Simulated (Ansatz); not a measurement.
**Calculated ⁴⁵Sc NMR of the central transition for LaSc3B4O12**

Cell: a computed structure from the Materials Project (it need not be an observed phase), atoms as given.

```cif
data_LaSc3B4O12
_symmetry_space_group_name_H-M 'R32:H'
_symmetry_Int_Tables_number 155
_cell_length_a 9.6237
_cell_length_b 9.6237
_cell_length_c 8.5183
_cell_angle_alpha 90.000
_cell_angle_beta 90.000
_cell_angle_gamma 120.000
loop_
_atom_site_label
_atom_site_type_symbol
_atom_site_symmetry_multiplicity
_atom_site_Wyckoff_symbol
_atom_site_fract_x
_atom_site_fract_y
_atom_site_fract_z
La La 3 a 0.0000 0.0000 0.0000
Sc Sc 9 d 0.1604 0.8271 0.3333
B5 B 9 e 0.4885 0.0000 0.5000
B7 B 3 b 0.0000 0.0000 0.5000
O9 O 18 f 0.1922 0.0113 0.1842
O11 O 9 e 0.8553 0.8553 0.5000
O14 O 9 e 0.0000 0.6328 0.5000
```

One atom of each set is listed; the run and its k-mesh use a cell of 20 atoms with edges of 6.24, 6.24, 6.24 Å.

Computed with Ansatz: DFT, PBE, plane waves and PAW, scalar-relativistic, 420 eV cutoff, Γ-centred 4×4×4 k-points, Fermi–Dirac smearing 0.02 eV.

⁴⁵Sc has I = 7/2 and Q = -220.0 mb (Pyykkö 2018); at 16.4 T its Larmor frequency is ν₀ = 169.9 MHz. Only the quadrupole interaction is simulated: positions count from each site's isotropic chemical shift, and J coupling is left out, as are shift anisotropy and dipolar coupling, which fast spinning averages.

**Question.** Simulate the second-order pattern (fast magic-angle spinning, Gaussian broadening 1 kHz) of site Sc (6 O at 2.08–2.25 Å).

**Answer.** The calculation gives C_Q = 25.0 MHz and η = 0.39, so ν_Q = 1.79 MHz and the centre of gravity lies at -58.1 ppm (-9.88 kHz).

(offset (kHz), height): (-25.33, 0), (-24.68, 1), (-24.02, 5), (-23.37, 8), (-22.71, 9), (-22.05, 9), (-21.40, 9), (-20.74, 9), (-20.09, 10), (-19.43, 10), (-18.77, 12), (-18.12, 21), (-17.46, 33), (-16.81, 37), (-16.15, 40), (-15.49, 45), (-14.84, 51), (-14.18, 67), (-13.53, 96), (-12.87, 95), (-12.22, 78), (-11.56, 71), (-10.90, 68), (-10.25, 67), (-9.59, 67), (-8.94, 69), (-8.28, 72), (-7.62, 80), (-6.97, 96), (-6.31, 100), (-5.66, 83), (-5.00, 70), (-4.34, 63), (-3.69, 58), (-3.03, 54), (-2.38, 50), (-1.72, 41), (-1.07, 17), (-0.41, 2), (0.25, 0)

The run took 20 s of wall time (20 s of CPU time) and 0.68 GiB at its peak, on 1 thread of Intel Xeon 6975P-C (Granite Rapids) (x86_64; 16 cores open to the job, memory cap 2.5 GiB, no GPU), a shared host with a load of 0.5 a core.
